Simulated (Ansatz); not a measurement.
Relaxing an invented Si3As2 structure

Level of theory: DFT PBE, scalar-relativistic, plane waves, PAW (Ansatz). Cutoff 420 eV, Gaussian smearing, Γ-centred meshes. Cell and atoms relax first on a coarse mesh and then on a finer one. In between, the cell is made exact in the group found at 0.06 Å. In metals the finer mesh still leaves noise of several meV/atom or more. The steps can't lower the symmetry of their start. No spin polarisation.

The guess for Si3As2 was made by a generator: random cell by space group and Wyckoff sites (P6/mmm, No. 191). Lengths were set from tabulated atomic sizes, so they are only a guess.

```
Si As
1.0
     3.83452    0.00000    0.00000
    -1.91726    3.32079    0.00000
     0.00000    0.00000    7.11654
Si As
3 2
Cartesian
  0.0000 0.0000 4.4251
  0.0000 0.0000 2.6914
  0.0000 0.0000 0.0000
  0.0000 2.2139 0.0000
  1.9173 1.1069 0.0000
```

Energies over the elements count from the elements' standard structures at the same level, with no fitted energy shifts.

Q: Where does the relaxation end?

A: The symmetry stays P6/mmm (No. 191). The volume per atom grows by 47.8 %, from 18.1 to 26.8 Å³. The shortest distance goes from 1.73 Å (Si–Si) to 2.26 Å (Si–Si). The ratio c/a of the conventional cell changes by a factor of 0.80. The energy falls by about 1.8 eV/atom (the start's value is from the coarse mesh). Conventional cell: a = 4.705 Å, c = 6.988 Å. Si on a site of symmetry 6mm is surrounded by 2 Si at 2.26–2.37 Å; Si on a site of symmetry 6/mmm has 2 Si at 2.37 Å and 6 As at 2.72 Å; As has 3 As at 2.72 Å and 3 Si at 2.72 Å.

Space group P6/mmm (No. 191). a = 4.705 Å, b = 4.705 Å, c = 6.988 Å, α = 90.00°, β = 90.00°, γ = 120.00°
| atom | site | symmetry | x | y | z |
| --- | --- | --- | --- | --- | --- |
| Si | 2e | 6mm | 0.0000 | 0.0000 | 0.6615 |
| Si | 1a | 6/mmm | 0.0000 | 0.0000 | 0.0000 |
| As | 2c | -6m2 | 0.3333 | 0.6667 | 0.0000 |

Q: How does it come out in energy, and is it a metal?

A: The formation energy is +1.12 eV/atom and the gap on the 12×12×6 mesh of the 5-atom cell is 0 eV (a metal).

The separate elements lie lower, so it is unstable against them.

The last run used Gaussian smearing of 0.10 eV. The reference form of As is held partly by dispersion forces, which this level lacks. Symmetry constrained the relaxation, so the result can be a saddle point. Another cell of Si3As2 relaxed alike, in R-3m, lies 1.02 eV/atom lower, so this cell isn't the stable form at this level.
